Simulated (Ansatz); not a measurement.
## Lattice vibrations of Sn$_{3}$GeTe$_{4}$ at Γ

These are results of DFT PBE, scalar-relativistic, plane waves, PAW (Ansatz), not measurements. Plane waves to 420 eV; Γ-centred k mesh 6×6×6; Gaussian smearing of 0.01 eV. No spin polarisation. Phonons by linear response, acoustic sum rule imposed.

The cell, relaxed at this level:
```xyz
8
Lattice="4.4693 2.5803 3.7503 -4.4693 2.5803 3.7503 0.0000 -5.1607 3.7503" Properties=species:S:1:pos:R:3 pbc="T T T"
Sn    2.2320    1.2886    1.9266
Sn   -2.2320    1.2886    1.9266
Sn    0.0000   -2.5772    1.9266
Ge    0.0000    0.0000    5.4242
Te   -2.1548   -1.2441    4.0084
Te    2.1548   -1.2441    4.0084
Te    0.0000    2.4882    4.0084
Te    0.0000    0.0000    0.2176
```

The structure comes from a generated guess, relaxed at this level; another structure or a mixture of phases may lie lower. Spin–orbit coupling is left out, which matters for heavy elements.

Optical modes at Γ:
| frequency (cm⁻¹) | degeneracy |
| --- | --- |
| 31 | 1 |
| 37 | 2 |
| 39 | 2 |
| 43 | 1 |
| 44 | 2 |
| 53 | 1 |
| 60 | 2 |
| 68 | 1 |
| 72 | 1 |
| 75 | 2 |
| 84 | 1 |
| 87 | 2 |
| 100 | 2 |
| 129 | 1 |

All 21 optical modes at Γ are real: no displacement of atoms at fixed cell lowers the energy to second order. Strains and modes at other wave vectors aren't tested by this run.
